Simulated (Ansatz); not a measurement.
VMo: course of a relaxation

These are results of DFT PBEsol, scalar-relativistic, plane waves, PAW (Ansatz), not measurements. Run with 420 eV cutoff, 14×10×10 k-mesh, Gaussian smearing of 0.10 eV, no spin polarisation.

What was changed: biaxial strain in the a-b plane, c and atoms relaxed: +1.0 %.

Input:

```yaml
crystal:
  lattice:
    - [3.0823805124, 0.0, 0.0]
    - [0.0, 4.4333187849, 0.0]
    - [0.0, 0.0, 4.1860958719]
  atoms:
    - { symbol: V, position: [0.5, 0.0, 0.5] }
    - { symbol: V, position: [0.0, 0.5, 0.5] }
    - { symbol: Mo, position: [0.0, 0.0, 0.0] }
    - { symbol: Mo, position: [0.5, 0.5, 0.0] }
basis:
  ecutwfc: 420
kpoints:
  mp_grid: { grid: [14, 10, 10] }
hamiltonian:
  xc: pbesol
scf:
  occupations: { method: gaussian, width: 0.1 }
output:
  forces: true
  stress: true
  eigenvalues: true
relax:
  adjacent_minimum: "off"
  f_tol: 0.008
  max_steps: 40
  cell: { stress_tol: 0.015, fix: [a, b, gamma] }
```

F is the free energy. Steps run on the plane waves of an earlier cell, but the last one, and at times one on the way, on a freshly chosen basis, so a repeated geometry can differ a little in energy. The held parts of the cell keep their stress, so P needn't end at zero.

Steps:

```tsv
step	F − F(1) (eV)	largest force component (eV/Å)	V (Å³/atom)	P (GPa)
1	0.0000	0.000	14.301	-3.23
2	-0.0013	0.000	14.229	-2.06
3	-0.0013	0.000	14.238	-2.21
4	-0.0012	0.000	14.238	-2.21
```

Relaxed structure:

```cif
data_structure
_symmetry_space_group_name_H-M 'P 1'
_symmetry_Int_Tables_number 1
_cell_length_a 3.0824
_cell_length_b 4.4333
_cell_length_c 4.1677
_cell_angle_alpha 90.000
_cell_angle_beta 90.000
_cell_angle_gamma 90.000
_cell_volume 56.95
loop_
_atom_site_label
_atom_site_type_symbol
_atom_site_fract_x
_atom_site_fract_y
_atom_site_fract_z
_atom_site_occupancy
V1 V 0.50000 0.00000 0.50000 1
V2 V 0.00000 0.50000 0.50000 1
Mo1 Mo 0.00000 0.00000 0.00000 1
Mo2 Mo 0.50000 0.50000 0.00000 1
```

Symmetry: Cmmm, No. 65, orthorhombic system. The conventional cell has a = 3.082 Å, b = 4.433 Å, c = 4.168 Å, α = 90.00°, β = 90.00°, γ = 90.00°. V (site symmetry mmm) is surrounded by 4 Mo at 2.59 Å and 4 V at 2.70 Å. Mo (site symmetry mmm) is surrounded by 4 V at 2.59 Å and 4 Mo at 2.70 Å.

The run converged. The run took of the order of 90 core-seconds.